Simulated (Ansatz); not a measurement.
Given:

Pb:
```yaml
crystal:
  lattice:
    - [-3.14759, 3.14759, 1.67992]
    - [3.14759, -3.14759, 1.67992]
    - [3.14759, 3.14759, -1.67992]
  atoms:
    - { symbol: Pb, position: [0.75000, 0.25000, 0.50000] }
    - { symbol: Pb, position: [0.00000, 0.00000, 0.00000] }
```

This is the PBE-relaxed structure.

Problem. All from DFT-PBE in the program Ansatz with PAW potentials, unless another level is named. Give the highest zone-centre frequency.

Solution. 79 cm⁻¹.

Problem. Give the bulk modulus (Birch–Murnaghan fit).

Solution. 37.0 GPa.

Space group I4_1/amd (β-Sn type). The cell is a constructed one: a structure type filled with these elements; neither database checked (COD, Materials Project) lists it. It is not the phase usual at ambient conditions (space group No. 225). The PBE relaxation kept the symmetry of its start; of distortions, only those at the zone centre were tested. As this level gives no gap, phonon frequencies hold no LO–TO term and depend on the k-mesh and smearing (Fermi–Dirac, 0.1 eV here). Spin–orbit coupling is left out wherever it is not named.

Potentials: the later of the program's two PAW sets.
